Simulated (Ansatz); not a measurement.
# TlIrI single point

The input, for Ansatz 0.2.0 (plane waves, PAW):

```yaml
crystal:
  lattice:
    - [8.33007, 0.0, 0.0]
    - [-4.165035, 7.214054, 0.0]
    - [0.0, 0.0, 3.993514]
  atoms:
    - { symbol: Tl, position: [0.245, 0.0, 0.0] }
    - { symbol: Tl, position: [0.755, 0.755, 0.0] }
    - { symbol: Tl, position: [0.0, 0.245, 0.0] }
    - { symbol: I, position: [0.585, 0.0, 0.5] }
    - { symbol: I, position: [0.415, 0.415, 0.5] }
    - { symbol: I, position: [0.0, 0.585, 0.5] }
    - { symbol: Ir, position: [0.3333, 0.6667, 0.0] }
    - { symbol: Ir, position: [0.6667, 0.3333, 0.0] }
    - { symbol: Ir, position: [0.0, 0.0, 0.5] }
  symmetry: { tolerance: 0.0003 }
kpoints:
  mp_grid: { grid: [5, 5, 9], shift: [0, 0, 0] }
  band_path:
    path:
      - [0.0, 0.0, 0.0]
      - [0.5, 6.0e-08, 0.0]
      - [0.33333333, 0.33333339, 0.0]
      - [0.0, 0.0, 0.0]
      - [0.0, 0.0, 0.5]
      - [0.5, 6.0e-08, 0.5]
      - [0.33333333, 0.33333339, 0.5]
      - [0.0, 0.0, 0.5]
      - [0.5, 6.0e-08, 0.5]
      - [0.5, 6.0e-08, 0.0]
      - [0.33333333, 0.33333339, 0.5]
    npoints: 6
magnetization:
  spin_polarized: false
scf:
  occupations: { method: gaussian, width: 0.0997 }
  lower_state_search: "off"
  max_iter: 200
hamiltonian:
  pseudopotentials: { kind: paw }
  xc: r2scan
basis:
  ecutwfc: 500
  fft_grid_basis: typed
output:
  forces: true
  stress: true
  eigenvalues: true
  bader: true
  populations: true
  elf: true
  write_potential: true
  volumetric_format: npy
  dos:
    e_range: [-12, 8]
    de: 0.05
    projected: { site_lists: { I: [I], Ir: [Ir], Tl: [Tl] } }
checkpoint:
  read: saved_state
```

The run starts from an earlier solution of this cell. 

Excerpt of what it printed:

```
SCF iter   1: F=-92798.3349 eV  Δρ=1.34e-3  dr2=5.73e-3  dr2_τ=2.94e-3
SCF iter   2: F=-92798.3358 eV  Δρ=1.09e-3  dr2=5.01e-3  dr2_τ=8.69e-4
SCF iter   3: F=-92798.3392 eV  Δρ=5.71e-4  dr2=9.83e-4  dr2_τ=1.64e-4
SCF iter   4: F=-92798.3399 eV  Δρ=2.26e-4  dr2=1.33e-4  dr2_τ=1.73e-5
SCF iter   5: F=-92798.3399 eV  Δρ=5.84e-5  dr2=1.17e-5  dr2_τ=5.83e-7
SCF iter   6: F=-92798.3401 eV  Δρ=1.81e-5  dr2=1.47e-6  dr2_τ=1.17e-7
SCF iter   7: F=-92798.3401 eV  Δρ=8.00e-6  dr2=3.71e-7  dr2_τ=2.46e-8
SCF iter   8: F=-92798.3401 eV  Δρ=1.84e-6  dr2=7.54e-9  dr2_τ=8.97e-10
Free energy (F): -92798.3401 eV
Harris-Foulkes:  -92798.3401 eV  (|F-HF|=1.36e-8)
Internal energy: -92798.2933 eV  (E = F + TS)
E sigma→0 (E₀):  -92798.3167 eV
Entropy (-TS):   -0.0468 eV (-5.202 meV/atom)
Fermi energy:    11.3465 eV
--- Forces (eV/Å), atoms counted from 1 ---
  atom   1  Tl     0.3338     0.0000     0.0000
  atom   2  Tl    -0.1669    -0.2891     0.0000
  atom   3  Tl    -0.1669     0.2891     0.0000
  atom   4  I     -0.6799     0.0000     0.0000
  atom   5  I      0.3400     0.5888     0.0000
  atom   6  I      0.3400    -0.5888     0.0000
  atom   7  Ir     0.0000     0.0000     0.0000
  atom   8  Ir     0.0000     0.0000     0.0000
  atom   9  Ir     0.0000     0.0000     0.0000
--- Stress (GPa, compression-positive) ---
       -7.6178       0.0000       0.0000
        0.0000      -7.6178       0.0000
        0.0000       0.0000      -6.6504
  P = ⅓ Tr σ = -7.2953 GPa (-72.953 kbar)
--- Löwdin populations: 9 sites ---
  site symbol       q [e]
     0     Tl     13.1699
     1     Tl     13.1699
     2     Tl     13.1699
     3      I     16.7752
     4      I     16.7752
     5      I     16.7752
     6     Ir     16.8823
     7     Ir     16.8823
     8     Ir     16.8932
  spilling = 0.0036 (of n_electrons = 141.0000)
--- Bader charges: 9 sites ---
  site symbol  charge [e]  shift [e]
     0     Tl      0.4480     0.0000
     1     Tl      0.4480     0.0000
     2     Tl      0.4480     0.0000
     3      I     -0.1596     0.0000
     4      I     -0.1596     0.0000
     5      I     -0.1596     0.0000
     6     Ir     -0.1813     0.0000
     7     Ir     -0.1813     0.0000
     8     Ir     -0.5027     0.0000
```

Absolute energies hang on the potentials; compare differences alone.

Origin: a known structure type with other elements, at an estimated volume, so it need not be a known compound. Caveats: odd electron count without spin polarisation, so a magnetic state may lie lower.
